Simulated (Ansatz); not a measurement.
TaN (rock salt)

```yaml
crystal:
  lattice:
    - [0.00000, 4.39630, 4.39630]
    - [2.19815, 0.00000, 2.19815]
    - [2.19815, 2.19815, 0.00000]
  atoms:
    - { symbol: N, position: [0.00000, 0.00000, 0.00000] }
    - { symbol: N, position: [0.50000, 0.00000, 0.00000] }
    - { symbol: Ta, position: [0.25000, 0.50000, 0.50000] }
    - { symbol: Ta, position: [0.75000, 0.50000, 0.50000] }
```

In each cell atom 3 (Ta, nearest neighbour N at 2.198 Å; its periodic images, 3.1 Å or more away, move with it) moves by s·(1.000, 0.000, 0.000) (along Cartesian x), the rest being held.

These are r2SCAN (plane waves to 500 eV, PAW, scalar-relativistic; Ansatz, a program for electronic structure) values and carry that method's errors. k mesh 15×15×15 (Γ-centred), Fermi-Dirac smearing 0.05 eV. E stands for the smeared free energy. Stress and pressure are positive under compression. Left out: 2 of 11 points, with atoms too close for the PAW data. With partly filled bands, energies and forces of such displacements shift with the k mesh and the smearing. F∥ is the force on the atom along that direction. F⊥ is the part of the force across the line. Spin-orbit coupling is left out, though Ta is heavy. TaN is run without spin polarisation. TaN was relaxed with its symmetry unable to fall. This is a high-temperature form of TaN. The zero of ΔE is the undisplaced structure.

```
s (Å)   ΔE (eV/cell)  F∥ (eV/Å)  P (GPa)  |F⊥| (eV/Å)
------  ------------  ---------  -------  -----------
-0.352         0.626      4.884     13.2        0.100
-0.264         0.299      2.757      7.1        0.079
-0.176         0.118      1.454      3.1        0.073
-0.088         0.028      0.651      0.7        0.071
0.000          0.000      0.000      0.0        0.000
0.088          0.028     -0.651      0.7        0.071
0.176          0.118     -1.454      3.1        0.073
0.264          0.299     -2.757      7.1        0.079
0.352          0.626     -4.884     13.2        0.100
```

Key numbers:

The energy at s = 0.352 Å is 626 meV/cell and the force along the line at s = -0.352 Å is 4.88 eV/Å. The force constant k = d²E/ds² at s = 0 (finite differences) is 7.10 eV/Å². Symmetry of the curve: even: the same for both signs. Shape of the curve: a single well with its minimum at or next to zero displacement. Harmonic estimate at the end of the scan: ½ks² = 440 meV/cell against the computed 626 meV/cell, so the well is stiffer than harmonic there.

(A displaced cell: forces are minus the slopes of the energy, force constants its curvatures, and phonons follow from these.)
